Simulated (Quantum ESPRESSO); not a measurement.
# Computed records: MgTa$_{2}$ZnW$_{4}$ (simulated cell), MgZr$_{2}$Al$_{2}$In$_{2}$W (simulated cell)

Computed with Quantum ESPRESSO 7.5. Calculation on a made-up metal alloy cell, not a measurement, run again with a planted mistake, found by running each candidate: no spin or spin-orbit, unrelaxed, 2900 K smearing, stress positive in tension, cell energy less the intended atoms' offsets; periodic Kohn-Sham density functional theory in plane waves with PseudoDojo standard norm-conserving scalar-relativistic pseudopotentials, each functional with its own files (v0.5 for PBE, v0.4.1 for LDA and PBEsol), eight atoms on drawn sites of a strained close-packed or body-centred lattice, each displaced and held fixed; the energy is the cell's free energy, ions and the entropy term -TS included, at the stated Fermi-Dirac width, less a fixed offset for each atom's element (shifted free energy); compositions with an open d shell lost a parallel starting moment in a cheaper test run, and other magnetic orders were not tried; an error bar is the largest change of its kind in a tighter rerun, never given below 0.002 eV, 0.02 GPa or 0.003 eV/angstrom, and covers cutoff and k-mesh only, not smearing or the files.

Settings shared by all entries: lattice type face-centred cubic; intended functional pbe; cutoff 1143 eV; fermi dirac smearing 0.25 eV; intended electrons removed 0; candidate functional lda; structure shown the intended cell.

Notes on all entries: heavy elements are run without spin-orbit coupling, which real alloys of them have; a spin test at this wide smearing found no moment, but such smearing suppresses magnetism that the real alloy may have; another functional or element uses other pseudopotential files, so its energy jump is mostly a change of zero; lattice, volume and sites are drawn at random and may be unstable or far from any real phase; energies are for the whole cell, less offsets fitted to these runs, so they are not formation energies.

(1) 
```xyz
8
Lattice="0.0432 2.0057 2.0283 0.0166 4.0815 -4.1268 -8.1773 -2.1437 1.9935" Properties=species:S:1:pos:R:3 formula=MgTa2ZnW4 healthy_entropy_term_negative_ts=-1.393 healthy_pressure=-0.86 healthy_stress_xx=-2 healthy_stress_yy=2.35 healthy_stress_zz=2.23 healthy_stress_yz=0.25 healthy_stress_xz=-0.16 healthy_stress_xy=0.93 faulty_entropy_term_negative_ts=-1.756 faulty_pressure=1.34 faulty_stress_xx=-8.23 faulty_stress_yy=3.09 faulty_stress_zz=1.13 faulty_stress_yz=0.43 faulty_stress_xz=0.21 faulty_stress_xy=-0.25 candidate_first_exchanged_site=2 candidate_second_exchanged_site=3 candidate_length_scale_change=1.01 candidate_wrong_element_site=8 candidate_wrong_element=Ru candidate_misplaced_site=4 candidate_misplaced_along=x candidate_misplaced_by=0.09 k_mesh=8_x_4_x_3_shifted_half_a_step_off_Gamma_on_each_axis healthy_shifted_free_energy=-0.218 faulty_shifted_free_energy=0.355 fault_kind=atoms_exchanged_(first_exchanged_site_2,second_exchanged_site_3)
W     -0.0217     0.0539     0.0697
W     -4.0836    -0.0867    -0.0284
Zn    -0.0248     2.0738    -2.0765
Mg    -4.0558     1.9673    -2.0820
W     -6.1388    -0.0892     2.0002
Ta    -1.9874     2.0077    -0.0237
Ta    -6.1098     2.0241    -0.0482
W     -2.0084     4.0133    -2.1116
```

Units: healthy_entropy_term_negative_ts, faulty_entropy_term_negative_ts, healthy_shifted_free_energy, faulty_shifted_free_energy in eV; healthy_pressure, healthy_stress_xx, healthy_stress_yy, healthy_stress_zz, healthy_stress_yz, healthy_stress_xz, healthy_stress_xy, faulty_pressure, faulty_stress_xx, faulty_stress_yy, faulty_stress_zz, faulty_stress_yz, faulty_stress_xz, faulty_stress_xy in GPa; candidate_length_scale_change in percent; candidate_misplaced_by in Å.

Atoms:
| atoms element | atom site | atom energy offset (eV) |
| --- | --- | --- |
| W | 1 | -2063.48 |
| W | 2 | -2063.48 |
| Zn | 3 | -5688.29 |
| Mg | 4 | -1616.19 |
| W | 5 | -2063.48 |
| Ta | 6 | -1771.44 |
| Ta | 7 | -1771.44 |
| W | 8 | -2063.48 |

Healthy forces:
| site | x (eV/Å) | y (eV/Å) | z (eV/Å) |
| --- | --- | --- | --- |
| 1 | 0.069 | 0.045 | -0.141 |
| 2 | -0.109 | -0.217 | 0.194 |
| 3 | 0.232 | -0.112 | 0.129 |
| 4 | -0.107 | 0.436 | -0.259 |
| 5 | -0.456 | 0.239 | -0.271 |
| 6 | 0.396 | -0.064 | 0.023 |
| 7 | -0.548 | -0.556 | 0.455 |
| 8 | 0.522 | 0.229 | -0.13 |

Faulty forces:
| site | x (eV/Å) | y (eV/Å) | z (eV/Å) |
| --- | --- | --- | --- |
| 1 | 0.027 | 0.175 | -0.116 |
| 2 | -0.104 | -0.036 | 0.216 |
| 3 | 0.548 | -0.209 | 0.099 |
| 4 | -0.178 | 0.599 | -0.406 |
| 5 | 0.021 | 0.358 | -0.297 |
| 6 | -0.403 | -0.554 | 0.335 |
| 7 | 0.265 | -0.33 | 0.631 |
| 8 | -0.176 | -0.004 | -0.462 |

Candidate mistake: atoms exchanged, cell scaled, wrong functional, wrong element, atom misplaced

Notes: error bars of the healthy run: energy 0.0094 eV, stress 0.053 GPa, force 0.0066 eV/Å, from a tighter rerun of this or a related cell; largest difference from healthy 123 error bars; largest difference from nearest other mistake 160 error bars.

(2) 
```xyz
8
Lattice="0.0432 2.0057 2.0283 0.0166 4.0815 -4.1268 -8.1773 -2.1437 1.9935" Properties=species:S:1:pos:R:3 formula=MgTa2ZnW4 healthy_entropy_term_negative_ts=-1.393 healthy_pressure=-0.86 healthy_stress_xx=-2 healthy_stress_yy=2.35 healthy_stress_zz=2.23 healthy_stress_yz=0.25 healthy_stress_xz=-0.16 healthy_stress_xy=0.93 faulty_entropy_term_negative_ts=-1.436 faulty_pressure=-6.38 faulty_stress_xx=3.64 faulty_stress_yy=7.78 faulty_stress_zz=7.71 faulty_stress_yz=0.41 faulty_stress_xz=-0.21 faulty_stress_xy=0.82 candidate_first_exchanged_site=2 candidate_second_exchanged_site=3 candidate_length_scale_change=1.01 candidate_wrong_element_site=8 candidate_wrong_element=Ru candidate_misplaced_site=4 candidate_misplaced_along=x candidate_misplaced_by=0.09 k_mesh=8_x_4_x_3_shifted_half_a_step_off_Gamma_on_each_axis healthy_shifted_free_energy=-0.218 faulty_shifted_free_energy=-0.123 fault_kind=cell_scaled_(length_scale_change_1.01_percent)
W     -0.0217     0.0539     0.0697
W     -4.0836    -0.0867    -0.0284
Zn    -0.0248     2.0738    -2.0765
Mg    -4.0558     1.9673    -2.0820
W     -6.1388    -0.0892     2.0002
Ta    -1.9874     2.0077    -0.0237
Ta    -6.1098     2.0241    -0.0482
W     -2.0084     4.0133    -2.1116
```

Units: healthy_entropy_term_negative_ts, faulty_entropy_term_negative_ts, healthy_shifted_free_energy, faulty_shifted_free_energy in eV; healthy_pressure, healthy_stress_xx, healthy_stress_yy, healthy_stress_zz, healthy_stress_yz, healthy_stress_xz, healthy_stress_xy, faulty_pressure, faulty_stress_xx, faulty_stress_yy, faulty_stress_zz, faulty_stress_yz, faulty_stress_xz, faulty_stress_xy in GPa; candidate_length_scale_change in percent; candidate_misplaced_by in Å.

Atoms:
| atoms element | atom site | atom energy offset (eV) |
| --- | --- | --- |
| W | 1 | -2063.48 |
| W | 2 | -2063.48 |
| Zn | 3 | -5688.29 |
| Mg | 4 | -1616.19 |
| W | 5 | -2063.48 |
| Ta | 6 | -1771.44 |
| Ta | 7 | -1771.44 |
| W | 8 | -2063.48 |

Healthy forces:
| site | x (eV/Å) | y (eV/Å) | z (eV/Å) |
| --- | --- | --- | --- |
| 1 | 0.069 | 0.045 | -0.141 |
| 2 | -0.109 | -0.217 | 0.194 |
| 3 | 0.232 | -0.112 | 0.129 |
| 4 | -0.107 | 0.436 | -0.259 |
| 5 | -0.456 | 0.239 | -0.271 |
| 6 | 0.396 | -0.064 | 0.023 |
| 7 | -0.548 | -0.556 | 0.455 |
| 8 | 0.522 | 0.229 | -0.13 |

Faulty forces:
| site | x (eV/Å) | y (eV/Å) | z (eV/Å) |
| --- | --- | --- | --- |
| 1 | 0.06 | 0.055 | -0.11 |
| 2 | -0.089 | -0.225 | 0.191 |
| 3 | 0.201 | -0.094 | 0.116 |
| 4 | -0.102 | 0.418 | -0.25 |
| 5 | -0.44 | 0.206 | -0.235 |
| 6 | 0.405 | -0.152 | 0.098 |
| 7 | -0.546 | -0.51 | 0.416 |
| 8 | 0.512 | 0.302 | -0.226 |

Candidate mistake: atoms exchanged, cell scaled, wrong functional, wrong element, atom misplaced

Notes: error bars of the healthy run: energy 0.0094 eV, stress 0.053 GPa, force 0.0066 eV/Å, from a tighter rerun of this or a related cell; largest difference from healthy 106 error bars; largest difference from nearest other mistake 133 error bars.

(3) 
```xyz
8
Lattice="0.0432 2.0057 2.0283 0.0166 4.0815 -4.1268 -8.1773 -2.1437 1.9935" Properties=species:S:1:pos:R:3 formula=MgTa2ZnW4 healthy_entropy_term_negative_ts=-1.393 healthy_pressure=-0.86 healthy_stress_xx=-2 healthy_stress_yy=2.35 healthy_stress_zz=2.23 healthy_stress_yz=0.25 healthy_stress_xz=-0.16 healthy_stress_xy=0.93 faulty_entropy_term_negative_ts=-1.391 faulty_pressure=-0.75 faulty_stress_xx=-2.06 faulty_stress_yy=2.23 faulty_stress_zz=2.09 faulty_stress_yz=0.18 faulty_stress_xz=-0.3 faulty_stress_xy=1.16 candidate_first_exchanged_site=2 candidate_second_exchanged_site=3 candidate_length_scale_change=1.01 candidate_wrong_element_site=8 candidate_wrong_element=Ru candidate_misplaced_site=4 candidate_misplaced_along=x candidate_misplaced_by=0.09 k_mesh=8_x_4_x_3_shifted_half_a_step_off_Gamma_on_each_axis healthy_shifted_free_energy=-0.218 faulty_shifted_free_energy=-0.169 fault_kind=atom_misplaced_(misplaced_site_4,misplaced_along_x,misplaced_by_0.09_Å)
W     -0.0217     0.0539     0.0697
W     -4.0836    -0.0867    -0.0284
Zn    -0.0248     2.0738    -2.0765
Mg    -4.0558     1.9673    -2.0820
W     -6.1388    -0.0892     2.0002
Ta    -1.9874     2.0077    -0.0237
Ta    -6.1098     2.0241    -0.0482
W     -2.0084     4.0133    -2.1116
```

Units: healthy_entropy_term_negative_ts, faulty_entropy_term_negative_ts, healthy_shifted_free_energy, faulty_shifted_free_energy in eV; healthy_pressure, healthy_stress_xx, healthy_stress_yy, healthy_stress_zz, healthy_stress_yz, healthy_stress_xz, healthy_stress_xy, faulty_pressure, faulty_stress_xx, faulty_stress_yy, faulty_stress_zz, faulty_stress_yz, faulty_stress_xz, faulty_stress_xy in GPa; candidate_length_scale_change in percent; candidate_misplaced_by in Å.

Atoms:
| atoms element | atom site | atom energy offset (eV) |
| --- | --- | --- |
| W | 1 | -2063.48 |
| W | 2 | -2063.48 |
| Zn | 3 | -5688.29 |
| Mg | 4 | -1616.19 |
| W | 5 | -2063.48 |
| Ta | 6 | -1771.44 |
| Ta | 7 | -1771.44 |
| W | 8 | -2063.48 |

Healthy forces:
| site | x (eV/Å) | y (eV/Å) | z (eV/Å) |
| --- | --- | --- | --- |
| 1 | 0.069 | 0.045 | -0.141 |
| 2 | -0.109 | -0.217 | 0.194 |
| 3 | 0.232 | -0.112 | 0.129 |
| 4 | -0.107 | 0.436 | -0.259 |
| 5 | -0.456 | 0.239 | -0.271 |
| 6 | 0.396 | -0.064 | 0.023 |
| 7 | -0.548 | -0.556 | 0.455 |
| 8 | 0.522 | 0.229 | -0.13 |

Faulty forces:
| site | x (eV/Å) | y (eV/Å) | z (eV/Å) |
| --- | --- | --- | --- |
| 1 | 0.107 | 0.039 | -0.148 |
| 2 | -0.123 | -0.218 | 0.194 |
| 3 | 0.245 | -0.112 | 0.126 |
| 4 | -0.981 | 0.452 | -0.212 |
| 5 | -0.305 | 0.163 | -0.213 |
| 6 | 0.651 | -0.212 | 0.132 |
| 7 | -0.319 | -0.435 | 0.342 |
| 8 | 0.725 | 0.322 | -0.221 |

Candidate mistake: atoms exchanged, cell scaled, wrong functional, wrong element, atom misplaced

Notes: error bars of the healthy run: energy 0.0094 eV, stress 0.053 GPa, force 0.0066 eV/Å, from a tighter rerun of this or a related cell; largest difference from healthy 133 error bars; largest difference from nearest other mistake 133 error bars.

(4) 
```xyz
8
Lattice="-2.1639 -4.4389 -2.1733 -4.5104 2.2860 2.2230 -0.0327 4.5032 -4.4425" Properties=species:S:1:pos:R:3 formula=MgZr2Al2In2W healthy_entropy_term_negative_ts=-1.442 healthy_pressure=-5.51 healthy_stress_xx=2.97 healthy_stress_yy=5.82 healthy_stress_zz=7.75 healthy_stress_yz=-0.81 healthy_stress_xz=1.9 healthy_stress_xy=-1.11 faulty_entropy_term_negative_ts=-1.443 faulty_pressure=-5.95 faulty_stress_xx=3.34 faulty_stress_yy=6.97 faulty_stress_zz=7.55 faulty_stress_yz=-0.41 faulty_stress_xz=1.85 faulty_stress_xy=-0.95 candidate_first_exchanged_site=1 candidate_second_exchanged_site=2 candidate_length_scale_change=-1.53 candidate_wrong_element_site=4 candidate_wrong_element=Ir candidate_misplaced_site=2 candidate_misplaced_along=z candidate_misplaced_by=-0.22 k_mesh=5_x_4_x_4_shifted_half_a_step_off_Gamma_on_each_axis healthy_shifted_free_energy=1.265 faulty_shifted_free_energy=1.092
Al     0.1154     0.0273    -0.0154
In    -0.0177     2.3322    -2.0050
W     -2.3244     2.3006     0.1034
Al    -2.2195     4.4256    -1.8895
In    -2.2621     0.1086    -2.4116
Zr    -2.2408     2.3534    -4.4292
Mg    -4.4466     0.1516     0.2522
Zr    -4.6118     2.3005    -2.0219
```

Units: healthy_entropy_term_negative_ts, faulty_entropy_term_negative_ts, healthy_shifted_free_energy, faulty_shifted_free_energy in eV; healthy_pressure, healthy_stress_xx, healthy_stress_yy, healthy_stress_zz, healthy_stress_yz, healthy_stress_xz, healthy_stress_xy, faulty_pressure, faulty_stress_xx, faulty_stress_yy, faulty_stress_zz, faulty_stress_yz, faulty_stress_xz, faulty_stress_xy in GPa; candidate_length_scale_change in percent; candidate_misplaced_by in Å.

Atoms:
| atoms element | atom site | atom energy offset (eV) |
| --- | --- | --- |
| Al | 1 | -63.26 |
| In | 2 | -1808.02 |
| W | 3 | -2063.48 |
| Al | 4 | -63.26 |
| In | 5 | -1808.02 |
| Zr | 6 | -1377.61 |
| Mg | 7 | -1616.19 |
| Zr | 8 | -1377.61 |

Healthy forces:
| site | x (eV/Å) | y (eV/Å) | z (eV/Å) |
| --- | --- | --- | --- |
| 1 | -0.038 | 0.364 | 0.029 |
| 2 | -0.076 | -1.278 | -0.589 |
| 3 | 0.099 | 0.005 | 0.128 |
| 4 | -0.93 | 0.055 | -0.916 |
| 5 | -0.586 | 0.371 | 2.359 |
| 6 | -1.086 | 0.361 | 0.106 |
| 7 | 0.526 | -0.345 | -0.272 |
| 8 | 2.09 | 0.466 | -0.846 |

Faulty forces:
| site | x (eV/Å) | y (eV/Å) | z (eV/Å) |
| --- | --- | --- | --- |
| 1 | -0.357 | 0.395 | 0.168 |
| 2 | -0.091 | -0.88 | -0.354 |
| 3 | 0.431 | 0.363 | -0.543 |
| 4 | -0.854 | -0.186 | -0.723 |
| 5 | -0.505 | 0.083 | 1.943 |
| 6 | -1.135 | 0.372 | 0.481 |
| 7 | 0.532 | -0.4 | -0.556 |
| 8 | 1.979 | 0.253 | -0.417 |

Candidate mistake: atoms exchanged, cell scaled, wrong functional, wrong element, atom misplaced

Notes: error bars of the healthy run: energy 0.002 eV, stress 0.059 GPa, force 0.0058 eV/Å, from a tighter rerun of this or a related cell; largest difference from healthy 116 error bars; largest difference from nearest other mistake 110 error bars.

(5) 
```xyz
8
Lattice="-2.1639 -4.4389 -2.1733 -4.5104 2.2860 2.2230 -0.0327 4.5032 -4.4425" Properties=species:S:1:pos:R:3 formula=MgZr2Al2In2W healthy_entropy_term_negative_ts=-1.442 healthy_pressure=-5.51 healthy_stress_xx=2.97 healthy_stress_yy=5.82 healthy_stress_zz=7.75 healthy_stress_yz=-0.81 healthy_stress_xz=1.9 healthy_stress_xy=-1.11 faulty_entropy_term_negative_ts=-1.376 faulty_pressure=-2.21 faulty_stress_xx=-0.75 faulty_stress_yy=2.64 faulty_stress_zz=4.75 faulty_stress_yz=-0.94 faulty_stress_xz=2.14 faulty_stress_xy=-1.41 candidate_first_exchanged_site=1 candidate_second_exchanged_site=2 candidate_length_scale_change=-1.53 candidate_wrong_element_site=4 candidate_wrong_element=Ir candidate_misplaced_site=2 candidate_misplaced_along=z candidate_misplaced_by=-0.22 k_mesh=5_x_4_x_4_shifted_half_a_step_off_Gamma_on_each_axis healthy_shifted_free_energy=1.265 faulty_shifted_free_energy=1.069
Al     0.1154     0.0273    -0.0154
In    -0.0177     2.3322    -2.0050
W     -2.3244     2.3006     0.1034
Al    -2.2195     4.4256    -1.8895
In    -2.2621     0.1086    -2.4116
Zr    -2.2408     2.3534    -4.4292
Mg    -4.4466     0.1516     0.2522
Zr    -4.6118     2.3005    -2.0219
```

Units: healthy_entropy_term_negative_ts, faulty_entropy_term_negative_ts, healthy_shifted_free_energy, faulty_shifted_free_energy in eV; healthy_pressure, healthy_stress_xx, healthy_stress_yy, healthy_stress_zz, healthy_stress_yz, healthy_stress_xz, healthy_stress_xy, faulty_pressure, faulty_stress_xx, faulty_stress_yy, faulty_stress_zz, faulty_stress_yz, faulty_stress_xz, faulty_stress_xy in GPa; candidate_length_scale_change in percent; candidate_misplaced_by in Å.

Atoms:
| atoms element | atom site | atom energy offset (eV) |
| --- | --- | --- |
| Al | 1 | -63.26 |
| In | 2 | -1808.02 |
| W | 3 | -2063.48 |
| Al | 4 | -63.26 |
| In | 5 | -1808.02 |
| Zr | 6 | -1377.61 |
| Mg | 7 | -1616.19 |
| Zr | 8 | -1377.61 |

Healthy forces:
| site | x (eV/Å) | y (eV/Å) | z (eV/Å) |
| --- | --- | --- | --- |
| 1 | -0.038 | 0.364 | 0.029 |
| 2 | -0.076 | -1.278 | -0.589 |
| 3 | 0.099 | 0.005 | 0.128 |
| 4 | -0.93 | 0.055 | -0.916 |
| 5 | -0.586 | 0.371 | 2.359 |
| 6 | -1.086 | 0.361 | 0.106 |
| 7 | 0.526 | -0.345 | -0.272 |
| 8 | 2.09 | 0.466 | -0.846 |

Faulty forces:
| site | x (eV/Å) | y (eV/Å) | z (eV/Å) |
| --- | --- | --- | --- |
| 1 | -0.093 | 0.37 | 0.052 |
| 2 | -0.106 | -1.434 | -0.672 |
| 3 | 0.131 | -0.094 | 0.183 |
| 4 | -1.046 | 0.122 | -1.115 |
| 5 | -0.637 | 0.413 | 2.732 |
| 6 | -1.162 | 0.508 | 0.14 |
| 7 | 0.561 | -0.399 | -0.308 |
| 8 | 2.351 | 0.514 | -1.011 |

Candidate mistake: atoms exchanged, cell scaled, wrong functional, wrong element, atom misplaced

Notes: error bars of the healthy run: energy 0.002 eV, stress 0.059 GPa, force 0.0058 eV/Å, from a tighter rerun of this or a related cell; largest difference from healthy 98 error bars; largest difference from nearest other mistake 136 error bars.

## Withheld values
1. What fault kind does the calculation give for MgZr$_{2}$Al$_{2}$In$_{2}$W (simulated cell) (entry 4)?
2. MgZr$_{2}$Al$_{2}$In$_{2}$W (simulated cell) (entry 5): fault kind?

## Answers
1. atoms exchanged (first exchanged site 1, second exchanged site 2)
2. cell scaled (length scale change -1.53 percent)
